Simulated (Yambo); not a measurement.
A G0W0@PBEsol run in Yambo for BaO₂ (space group I4/mmm, No. 139) (4×4×4 Γ-centred k mesh, 150 bands and a 7 Ry block in the screening, 150 bands in G with the Bruneval-Gonze terminator, plasmon pole fitted at 27.2 eV) gives these matrix elements, in eV, at the band edges (Z → Z):

```tsv
state	E0	<Vxc>	<Σx>	<Σc(E0)>	Z
valence edge	0.000	-19.939	-25.637	4.505	0.786
conduction edge	2.058	-9.223	-4.588	-3.808	0.859
```

**Question.** Solve the linearised quasiparticle equation for both states, give the gap, and say how exchange and correlation each act on it.

**Answer.** E = E0 + Z(Σx + Σc − Vxc). Valence: 0.000 + 0.786 × (-25.637 + (4.505) − (-19.939)) = -0.94 eV. Conduction: 2.058 + 0.859 × (-4.588 + (-3.808) − (-9.223)) = 2.77 eV. The gap is 3.71 eV, against 2.06 eV in PBEsol. Replacing Vxc by bare exchange alone would open it by 10.33 eV; correlation takes back 8.31 eV of that, and Z scales what is left. Nearest settings tried, and what they do to the gap: 1 Ry block (11 vectors against 113): +682 meV. Not varied: bands in G, bands in W, mesh. So the settings aren't converged at that level. 

Geometry relaxed with PBEsol; primitive cell a = b = c = 4.301 Å, α = β = 128.00°, γ = 76.63°.
